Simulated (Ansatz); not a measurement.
Space group Pnnm (No. 58). a = 5.978 Å, b = 6.714 Å, c = 3.214 Å, α = 90.00°, β = 90.00°, γ = 90.00°
| atom | site | symmetry | x | y | z |
| --- | --- | --- | --- | --- | --- |
| Sb | 4g | ..m | 0.1825 | 0.3588 | 0.0000 |
| Ru | 2a | ..2/m | 0.0000 | 0.0000 | 0.0000 |

Equation of state of this Sb$_{2}$Ru structure (not necessarily the ground state), with shape and atoms relaxed at each volume where symmetry leaves them free. All numbers below come from Ansatz 0.2.0, DFT r2SCAN, scalar-relativistic, plane waves, PAW.

Settings: cutoff 500 eV, Γ-centred mesh 6×6×12 on the computed 6-atom cell, Gaussian smearing of 0.01 eV; no spin polarisation.

| V (Å³/atom) | E − E(largest V) (meV/atom) | P (GPa) | gap on mesh (eV) |
| --- | --- | --- | --- |
| 18.919 | 85.55 | 21.62 | 0.15 |
| 19.564 | 12.82 | 14.73 | 0.16 |
| 20.208 | -34.49 | 8.95 | 0.17 |
| 20.853 | -60.47 | 4.10 | 0.17 |
| 21.498 | -68.55 | 0.03 | 0.17 |
| 22.143 | -61.61 | -3.37 | 0.17 |
| 22.788 | -42.10 | -6.23 | 0.17 |
| 23.648 | 0.00 | -9.32 | 0.16 |

Question: Fit a third-order Birch–Murnaghan equation to E(V).

Answer: V0 = 21.50 Å³/atom, B0 = 124 GPa, B0' = 4.8.

Spin-orbit coupling is left out, which matters for the bands of heavy elements.